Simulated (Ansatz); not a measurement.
Crystals of one space group, with the same sites and like axis ratios (P3m1), relaxed and computed with the program Ansatz at the PBE level (PAW).

```csv
crystal,a (Å),V (Å³/atom),ΔH_f (eV/atom),"spin order, net moment (μB/atom)"
CoPtRh,2.704,13.85,0.00,ferromagnetic; net 0.92
CoPtW,2.750,14.31,0.07,ferromagnetic; net 0.30
CoIrPt,2.712,13.91,0.02,ferromagnetic; net 0.71
CoPtAu,2.789,15.12,0.09,ferromagnetic; net 0.73
```

Spin orders computed, not proven ground states: CoPtRh, P3m1 (Co on 1a, Pt on 1b, Rh on 1c) ferromagnetic; CoPtW, P3m1 (Co on 1a, Pt on 1b, W on 1c) ferromagnetic; CoIrPt, P3m1 (Co on 1a, Pt on 1b, Ir on 1c) ferromagnetic; CoPtAu, P3m1 (Co on 1a, Pt on 1b, Au on 1c) ferromagnetic. Typed or built starts, not in the databases checked: CoPtRh, P3m1 (Co on 1a, Pt on 1b, Rh on 1c); CoPtW, P3m1 (Co on 1a, Pt on 1b, W on 1c); CoIrPt, P3m1 (Co on 1a, Pt on 1b, Ir on 1c); CoPtAu, P3m1 (Co on 1a, Pt on 1b, Au on 1c). All cells were relaxed under the symmetry of their starts (and spin orders); stability against distortions was not tested throughout. Scalar-relativistic: spin–orbit coupling is off unless named, which matters more the heavier the elements.

Potentials: the later of the program's two PAW sets.

Formation energies count from the lowest solids of the elements computed at the same level, not from gases.
